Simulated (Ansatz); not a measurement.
**Mo₃W: relaxed-ion elastic tensor**

The calculation used DFT PBE, scalar-relativistic, plane waves, PAW in Ansatz 0.2.0. Settings: 420 eV plane-wave cutoff, Γ-centred 10×10×14 mesh, Fermi-Dirac smearing of 0.15 eV. No spin polarisation.

The cell, relaxed at this level:
```
Mo W
1.0
     4.47924    0.00000    0.00000
     0.00000    4.47924    0.00000
     0.00000    0.00000    3.16669
Mo W
3 1
Direct
  0.50000 0.00000 0.00000
  0.50000 0.50000 0.50000
  0.00000 0.50000 0.00000
  0.00000 0.00000 0.50000
```

The cell was found from a structure generator's guess, not taken from experiment. In a metal, frequencies and elastic constants depend on the k mesh and the smearing, soft modes and shear constants most. Spin–orbit coupling is left out, which matters for heavy elements.

(1) Give the relaxed-ion elastic constants (GPa, Voigt order xx yy zz yz xz xy, on the Cartesian axes of the cell above).

(2) Is the crystal stable against homogeneous strain?

(3) And the moduli of a polycrystal (Hill averages)?

## Answers

(1)
C11 = 430.1, C12 = 209.5, C13 = 168.8, C22 = 430.1, C23 = 168.8, C33 = 472.0, C44 = 109.1, C55 = 109.1, C66 = 150.4 GPa; the others vanish.

(2) Yes: the least eigenvalue of the tensor is 109.1 GPa.

(3) B = 270 GPa, G = 125 GPa, E = 324 GPa, ν = 0.30.
